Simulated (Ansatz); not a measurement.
VBiO₄ (scheelite type, space group I4_1/a)

```yaml
crystal:
  lattice:
    - [-2.58302, 2.58302, 5.88974]
    - [2.58302, -2.58302, 5.88974]
    - [2.58302, 2.58302, -5.88974]
  atoms:
    - { symbol: Bi, position: [0.75000, 0.25000, 0.50000] }
    - { symbol: Bi, position: [0.00000, 0.00000, 0.00000] }
    - { symbol: V, position: [0.25000, 0.75000, 0.50000] }
    - { symbol: V, position: [0.50000, 0.50000, 0.00000] }
    - { symbol: O, position: [0.07895, 0.96647, 0.38925] }
    - { symbol: O, position: [0.57722, 0.68970, 0.61075] }
    - { symbol: O, position: [0.71647, 0.82722, 0.38752] }
    - { symbol: O, position: [0.43970, 0.32895, 0.61248] }
    - { symbol: O, position: [0.67105, 0.28353, 0.11075] }
    - { symbol: O, position: [0.17278, 0.56030, 0.88925] }
    - { symbol: O, position: [0.03353, 0.42278, 0.11248] }
    - { symbol: O, position: [0.31030, 0.92105, 0.88752] }
```

The volume is varied about the relaxed value V₀ at fixed cell shape. The atoms relax within the cell's symmetry.

Level of theory: PBE (plane waves to 420 eV, PAW, scalar-relativistic; Ansatz, a program for electronic structure). k mesh 7×7×7 (Γ-centred), Fermi-Dirac smearing 0.05 eV. E stands for the smeared free energy. Compression counts positive. Some relaxations began with atoms very close together and may have settled on another branch. With the shape held, the modulus is that of even scaling; a crystal free to change shape is softer. Spin-orbit coupling is left out, though Bi is heavy. The PAW data are Ansatz's earlier set. This is one of several known forms of VBiO4; the measured ambient cells at hand have space group No. 15 or 60. VBiO4 is run without spin polarisation. VBiO4 was relaxed with its symmetry unable to fall. ΔE is measured from the relaxed starting cell.

The scan covers V/V₀ from 0.840 to 1.160 in 9 points.

Q: What is ΔE at V/V₀ = 0.840?

A: 179.4 meV/atom.

Q: What pressure does the cell carry at V/V₀ = 0.840?

A: 31.9 GPa.

Q: What is ΔE at V/V₀ = 1.160?

A: 97.7 meV/atom.

(Under strain, the slope of the energy per volume gives the stress and its curvature an elastic modulus.)
